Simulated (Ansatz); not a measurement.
**Y: a jump of Zr**

These are results of DFT PBEsol, scalar-relativistic, plane waves, PAW (Ansatz 0.2.0), not measurements. (420 eV cutoff, 3×3×3 k-mesh, Gaussian smearing of 0.10 eV, no spin polarisation)

In a supercell of 18 host sites, Zr trades places with a neighbouring Y vacancy, moving 3.77 Å between the relaxed ends. Climbing-image nudged elastic band at fixed cell with images 0 (start) to 6 (end), the path measured over all atoms, converged to 0.05 eV/Å; the order of the saddle wasn't checked, and the small cell leaves errors of about a tenth of an eV.

Start:

```yaml
crystal:
  lattice:
    - [5.39627, 3.11554, 5.58576]
    - [-5.39627, 3.11554, 5.58576]
    - [0.00000, -6.23108, 5.58576]
  atoms:
    - { symbol: Zr, position: [0.20813, 0.53377, 0.53377] }
    - { symbol: Y, position: [0.19609, 0.86131, 0.20144] }
    - { symbol: Y, position: [0.52255, 0.20038, 0.52678] }
    - { symbol: Y, position: [0.19609, 0.20144, 0.86131] }
    - { symbol: Y, position: [0.52255, 0.52678, 0.20038] }
    - { symbol: Y, position: [0.87043, 0.84009, 0.52206] }
    - { symbol: Y, position: [0.53057, 0.86397, 0.86397] }
    - { symbol: Y, position: [0.85735, 0.18916, 0.18916] }
    - { symbol: Y, position: [0.87043, 0.52206, 0.84009] }
    - { symbol: Y, position: [0.46309, 0.47856, 0.80434] }
    - { symbol: Y, position: [0.46309, 0.80434, 0.47856] }
    - { symbol: Y, position: [0.80742, 0.12804, 0.80483] }
    - { symbol: Y, position: [0.47348, 0.14089, 0.14089] }
    - { symbol: Y, position: [0.14007, 0.79792, 0.79792] }
    - { symbol: Y, position: [0.80742, 0.80483, 0.12804] }
    - { symbol: Y, position: [0.13285, 0.15397, 0.48026] }
    - { symbol: Y, position: [0.13285, 0.48026, 0.15397] }
```

Atom 1 jumps to (-3.639, -2.101, 4.046) Å.

**Question.** Give the energy along the band and the structure at its top.

**Answer.**
| image | path (Å) | E − E(0) (eV) | Zr x (Å) | Zr y (Å) | Zr z (Å) | force on Zr (eV/Å) |
| --- | --- | --- | --- | --- | --- | --- |
| 0 | 0.00 | 0.000 | -1.757 | -1.015 | 7.126 | 0.01 |
| 1 | 0.67 | 0.366 | -2.029 | -1.171 | 6.662 | 0.82 |
| 2 | 1.34 | 0.958 | -2.377 | -1.372 | 6.142 | 0.82 |
| 3 | 2.01 | 1.322 | -2.698 | -1.558 | 5.586 | 0.00 |
| 4 | 2.67 | 0.958 | -3.020 | -1.743 | 5.029 | 0.82 |
| 5 | 3.34 | 0.366 | -3.367 | -1.944 | 4.509 | 0.82 |
| 6 | 4.01 | 0.000 | -3.639 | -2.101 | 4.046 | 0.01 |

Barrier 1.32 eV. Image 3:
```yaml
crystal:
  lattice:
    - [5.39627, 3.11554, 5.58576]
    - [-5.39627, 3.11554, 5.58576]
    - [0.00000, -6.23108, 5.58576]
  atoms:
    - { symbol: Zr, position: [0.00000, 0.50000, 0.50000] }
    - { symbol: Y, position: [0.18853, 0.85579, 0.19764] }
    - { symbol: Y, position: [0.52936, 0.19434, 0.52472] }
    - { symbol: Y, position: [0.18853, 0.19764, 0.85579] }
    - { symbol: Y, position: [0.52936, 0.52472, 0.19434] }
    - { symbol: Y, position: [0.85221, 0.86560, 0.53306] }
    - { symbol: Y, position: [0.51956, 0.86348, 0.86348] }
    - { symbol: Y, position: [0.86390, 0.20660, 0.20660] }
    - { symbol: Y, position: [0.85221, 0.53306, 0.86560] }
    - { symbol: Y, position: [0.47064, 0.47528, 0.80566] }
    - { symbol: Y, position: [0.47064, 0.80566, 0.47528] }
    - { symbol: Y, position: [0.81147, 0.14421, 0.80236] }
    - { symbol: Y, position: [0.48044, 0.13652, 0.13652] }
    - { symbol: Y, position: [0.13610, 0.79340, 0.79340] }
    - { symbol: Y, position: [0.81147, 0.80236, 0.14421] }
    - { symbol: Y, position: [0.14779, 0.13440, 0.46694] }
    - { symbol: Y, position: [0.14779, 0.46694, 0.13440] }
```

Cost: 1 run of about 42 core-minutes, on Intel Xeon Processor @ 2.50GHz (Skylake/Cascade Lake) (shared hosts).